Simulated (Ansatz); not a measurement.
From the elastic tensor of BaAs2Rh2 to moduli and sound speeds

Theory: Ansatz, DFT LDA, scalar-relativistic, plane waves, PAW. Cutoff 420 eV, 12×12×12 k-points (Γ-centred), Fermi-Dirac smearing of 0.15 eV. No spin polarisation.

Symmetry: I4/mmm, No. 139, tetragonal system. The conventional cell has a = 3.999 Å, b = 3.999 Å, c = 12.629 Å, α = 90.00°, β = 90.00°, γ = 90.00°. Ba (site symmetry 4/mmm) has 8 As at 3.35 Å and 8 Rh at 3.74 Å as nearest neighbours. As (site symmetry 4mm) is surrounded by 4 Rh at 2.42 Å. Rh (site symmetry -4m2) has 4 As at 2.42 Å as nearest neighbours.

In a metal, frequencies and elastic constants depend on the k mesh and the smearing, soft modes and shear constants most.

Relaxed-ion constants (GPa, on the Cartesian axes of the calculation):
```
161.1  64.7  65.4   0.0   0.0   0.0
 64.7 161.1  65.4   0.0   0.0   0.0
 65.4  65.4 105.9   0.0   0.0   0.0
  0.0   0.0   0.0  38.0   0.0   0.0
  0.0   0.0   0.0   0.0  38.0   0.0
  0.0   0.0   0.0   0.0   0.0  69.4
```

Density 8.108 g/cm³; 5 atoms in 100.96 Å³.

The values that follow are for a polycrystal of randomly turned grains, by Hill's mean where one number stands.

With S = C⁻¹: B_V = (C11+C22+C33+2(C12+C13+C23))/9, G_V = (C11+C22+C33−C12−C13−C23+3(C44+C55+C66))/15, 1/B_R = S11+S22+S33+2(S12+S13+S23), 15/G_R = 4(S11+S22+S33−S12−S13−S23)+3(S44+S55+S66); Hill is their mean. Then v_l = √((B+4G/3)/ρ), v_t = √(G/ρ), v_m = [(2/v_t³+1/v_l³)/3]^(−1/3) and Θ = (ħ/k_B)·v_m·(6π²n/V)^(1/3) for n atoms in the volume V; E = 9BG/(3B+G), ν = (3B−2G)/(2(3B+G)) and A^U = 5G_V/G_R + B_V/B_R − 6.

| Item | Value |
| --- | --- |
| Bulk modulus, Voigt / Reuss / Hill | 91.0 / 87.3 / 89.1 GPa |
| Shear modulus, Voigt / Reuss / Hill | 44.6 / 40.5 / 42.5 GPa |
| Young's modulus | 110 GPa |
| Poisson ratio | 0.294 |
| Pugh ratio B/G | 2.10 (over 1.75, the rule of thumb for ductile) |
| Universal anisotropy index | 0.54 |
| Longitudinal and transverse sound speeds | 4241 and 2290 m/s |
| Debye temperature from the mean sound speed | 279 K |

Whether BaAs2Rh2 exists in this form wasn't checked.

Cost: 1 run of about 110 core-minutes, on Intel Xeon Processor @ 2.50GHz (Skylake/Cascade Lake) (shared hosts).